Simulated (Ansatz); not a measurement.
MoSe2 in space group P6_3/mmc (No. 194; Mo on 2c, Se on 4f), DFT-PBE in the program Ansatz with PAW potentials, all energies at zero smearing, with the estimated change up to a 700 eV cutoff added, with one set of potentials and settings (totals compare only within such a set). Cell of 6 atoms (2 Mo, 4 Se): -31792.471 eV.

| element | reference phase | E (eV/atom) |
|---|---|---|
| Mo | Im-3m, 1 atoms in the cell | -4956.0212 |
| Se | P3_121, 3 atoms in the cell | -5469.0798 |

Formation energy per atom, worked out: (-31792.471 − 2×(-4956.0212) − 4×(-5469.0798))/6 = -0.685 eV/atom (-66 kJ per mol of atoms), at 0 K, without zero-point energy or fitted corrections.

The cell was relaxed with PBE under the symmetry of its start. No spin polarisation was allowed. The volume lies over 15 % above that of the usual cell of this phase: another minimum, or an error of the functional. A crystal of weakly bound layers computed without a dispersion correction: the cell and the soft elastic constants depend strongly on that. The references are the lowest solids computed at this level, not always the standard phases.

Potentials: the later of the program's two PAW sets.
